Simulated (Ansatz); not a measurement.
CsCl (CsCl type)

```yaml
crystal:
  lattice:
    - [4.06865, 0.00000, 0.00000]
    - [0.00000, 4.06865, 0.00000]
    - [0.00000, 0.00000, 4.06865]
  atoms:
    - { symbol: Cs, position: [0.00000, 0.00000, 0.00000] }
    - { symbol: Cl, position: [0.50000, 0.50000, 0.50000] }
```

The slice is a {210} plane (indices of the conventional cell) through the point (0.500, 0.500, 0.500) (fractional), spanned by u = [100] and v = [021] in vectors of this cell: u (4.07 Å) and v (9.10 Å, at 90° to u). It covers one period; positions are fractions (u, v).

Level of theory: PBEsol (plane waves to 420 eV, PAW, scalar-relativistic; Ansatz, an electronic-structure program). k mesh 8×8×8. These are valence fields of a PAW run, semicore shells included where kept as valence: close to a nucleus they are smooth pseudo fields. CsCl was relaxed with its symmetry unable to fall.

Q: Predict the map of the electrostatic potential energy of an electron, from the cell's mean on the slice.

A: 
```
|xxxx899998xxx|
|xxx69999996xx|
|x368888888863|
|8888766667888|
|9987542245789|
|8875200002578|
|8764000000467|
|876300xx00367|
|876300xx00367|
|8864000000468|
|9876300003678|
|9987643346789|
|9998765567899|
|9998766667899|
|9998765567899|
|9987643346789|
|9876300003678|
|8864000000468|
|876300xx00367|
|876300xx00367|
|8764000000467|
|8875200002578|
|9987542245789|
|8888766667888|
|x368888888863|
|xxx69999996xx|
|xxxx899998xxx|
|xxxx899998xxx|
```
Scale: ten equal steps from -2.00 (start of '0') to 6.22 (end of '9'), in the order '0123456789'. Values: electrostatic potential energy of an electron, from the cell's mean, in eV. The map has 13 points along u (one character each, u = 0 at the left) and 28 along v (v = 0 in the bottom row). Points within 1 Å of a nucleus are blanked (x), as the pseudised field means little there. Values under -2 eV are set to -2. The zero, the cell's mean, hangs on the PAW cores.
